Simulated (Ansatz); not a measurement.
LiTaO$_{3}$:
```
CELL_PARAMETERS angstrom
      2.53675     1.46459     4.55286
     -2.53675     1.46459     4.55286
      0.00000    -2.92919     4.55286
ATOMIC_POSITIONS crystal
  Li 0.71633 0.71633 0.71633
  Li 0.21633 0.21633 0.21633
  Ta 0.00061 0.00061 0.00061
  Ta 0.50061 0.50061 0.50061
  O  0.62945 0.88681 0.27570
  O  0.88681 0.27570 0.62945
  O  0.27570 0.62945 0.88681
  O  0.12945 0.77570 0.38681
  O  0.38681 0.12945 0.77570
  O  0.77570 0.38681 0.12945
```

x, y and z are the axes in which the lattice vectors are written.

### Question
Give the high-frequency dielectric tensor and the Born effective charge tensors of the independent atoms from DFPT, the program Ansatz at the LDA level (PAW).

### Answer

ε∞:
```
5.10  0.00  0.00
0.00  5.10  0.00
0.00  0.00  5.25
```
Z* of atom 1 (Li), rows: field, columns: displacement, in e:
```
 1.15   0.17   0.00
-0.17   1.15   0.00
 0.00   0.00   1.02
```
Z* of atom 3 (Ta), rows: field, columns: displacement, in e:
```
 7.27  -1.55   0.00
 1.55   7.27   0.00
 0.00   0.00   7.40
```
Z* of atom 5 (O), rows: field, columns: displacement, in e:
```
-1.68  -0.16  -0.10
-0.18  -3.93  -1.84
-0.16  -1.85  -2.81
```

Space group R3c. The LDA relaxation kept the symmetry of its start. No spin polarisation was allowed. Scalar-relativistic: spin–orbit coupling is off unless named, which matters more the heavier the elements.

Potentials: the later of the program's two PAW sets.
